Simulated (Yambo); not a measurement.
RbHgF$_{3}$ (cubic perovskite, space group Pm-3m, No. 221), G0W0@LDA (Yambo, plasmon pole, terminator in G, 4×4×4 mesh): gap R → Γ in eV by bands and screening block.

```json
[
 {"bands (W and G)": "41", "2 Ry": "3.85", "3 Ry": "3.47", "4 Ry": "3.43", "6 Ry": "3.37", "7 Ry": "3.36"},
 {"bands (W and G)": "60", "2 Ry": "3.44", "3 Ry": "?", "4 Ry": "2.96", "6 Ry": "2.90", "7 Ry": "2.90"},
 {"bands (W and G)": "84", "2 Ry": "?", "3 Ry": "2.72", "4 Ry": "2.67", "6 Ry": "2.62", "7 Ry": "2.63"},
 {"bands (W and G)": "112", "2 Ry": "3.12", "3 Ry": "2.60", "4 Ry": "2.55", "6 Ry": "2.50", "7 Ry": "2.50"},
 {"bands (W and G)": "143", "2 Ry": "3.08", "3 Ry": "2.54", "4 Ry": "2.49", "6 Ry": "?", "7 Ry": "2.46"}
]
```

Estimate the withheld gaps from their neighbours; the computed values follow.


- 60, 3 Ry: 3.00
- 84, 2 Ry: 3.21
- 143, 6 Ry: 2.45

The largest settings aren't shown to be the converged limit.

Spin-orbit coupling is not included.

Geometry of the Materials Project entry, not relaxed at this level; primitive cell a = b = c = 4.549 Å, α = β = γ = 90.00°.
